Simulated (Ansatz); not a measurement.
**Property card for SbPd**

SbPd:
```
CELL_PARAMETERS angstrom
      4.10917     0.00000     0.00000
     -2.05458     3.55865     0.00000
      0.00000     0.00000     5.64925
ATOMIC_POSITIONS crystal
  Sb 0.33333 0.66667 0.25000
  Sb 0.66667 0.33333 0.75000
  Pd 0.00000 0.00000 0.00000
  Pd 0.00000 0.00000 0.50000
```

Space group P6_3/mmc (No. 194), NiAs type; conventional cell a = 4.1092 Å, b = 4.1092 Å, c = 5.6493 Å, α = 90.00°, β = 90.00°, γ = 120.00°.

Method: the program Ansatz at the r²SCAN level (PAW). Structure relaxed to zero pressure with the same functional. Other levels are named where they apply.

Cell and energy:

| Quantity | Result |
|---|---|
| Volume per atom | 20.65 Å³ |
| Density | 9.17 g/cm³ |
| Formation energy from the elements (no fitted shifts) | -0.43 eV/atom |

Electronic structure:

| Quantity | Value |
|---|---|
| Electronic character | metallic (no gap) |
| Density of states at the Fermi level | 0.42 states/eV per atom (mean over ±0.08 eV) |
| Gap with spin–orbit coupling | none (metallic) |

Mechanics:

| Property | Value |
|---|---|
| Bulk modulus (Birch–Murnaghan fit) | 114 GPa |
| Pressure derivative B′ | 4.8 |

Charges:

| Quantity | Result |
|---|---|
| Bader charges | Sb +0.40, Pd -0.40 e |

The workflow started from an entry of the Crystallography Open Database (COD). Its standing as an ambient phase is unchecked. The r²SCAN relaxation kept the symmetry of its start; its stability against distortions is not shown here. No spin polarisation was allowed. The references are the lowest solids computed at this level, not always the standard phases. Scalar-relativistic: spin–orbit coupling is off unless named, which matters more the heavier the elements.

Potentials: the later of the program's two PAW sets.
